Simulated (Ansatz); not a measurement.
# Stationary points along a deformation path in NbRu

Theory: DFT LDA, scalar-relativistic, plane waves, PAW (Ansatz). Cutoff 420 eV, Γ-centred 18×18×16 k-points, Gaussian smearing of 0.15 eV. No spin polarisation. Energies are free energies at this smearing, counted from the undisturbed cell; pressure is positive in compression.

The undisturbed cell (as given, not relaxed at this level; it stands at -0.5 GPa, and it needn't be the usual structure):

```
Nb Ru
1.0
     3.00000    0.00000    0.00000
     0.00000    3.00000    0.00000
     0.00000    0.00000    3.38000
Nb Ru
1 1
Cartesian
  0.0000 0.0000 0.0000
  1.5000 1.5000 1.6900
```

At fixed volume and fractional coordinates, lengths along (0.000, 0.000, 1.000) are scaled against those across it; ρ is that ratio over its starting value. V = 15.210 Å³/atom. Δσ is the stress along the axis less the mean stress across it (compression positive).

```csv
ρ,ΔE (meV/atom),Δσ (GPa),space group
0.850,19.5,-2.11,P4/mmm
0.920,18.3,5.09,P4/mmm
0.960,4.2,4.08,P4/mmm
1.000,0.0,-0.89,P4/mmm
1.050,11.7,-6.82,P4/mmm
1.100,39.2,-11.19,P4/mmm
1.200,94.4,-9.40,P4/mmm
```

Q: How does the stress give the slope of the energy, and where is the energy stationary?

A: Along the path d ln(length) is 2/3 d ln ρ on the axis and −1/3 d ln ρ across it, so dE/d ln ρ = −(2/3) V Δσ: the energy falls with ρ where Δσ is positive. Δσ vanishes or changes sign between ρ = 0.850 and 0.920, a maximum (near 0.87 by linear interpolation); between ρ = 0.960 and 1.000, a minimum (near 0.99 by linear interpolation). Pairs of stationary points between two samples would go unseen, and could change a minimum read from distant neighbours into a maximum.

Q: Integrate that slope from ρ = 1 to 1.200 by the trapezoid rule.

A: With V/N in Å³ and 1 eV/Å³ = 160.2 GPa the slopes at ρ = 1.000, 1.050, 1.100, 1.200 are 57, 432, 708, 595 meV/atom per unit of ln ρ. The steps add 11.9 + 26.5 + 56.7 = 95.1 meV/atom, against 94.4 from the energies; the trapezoid rule misses the curvature of the slope within each step.

In a metal these slopes depend on the k mesh and the smearing.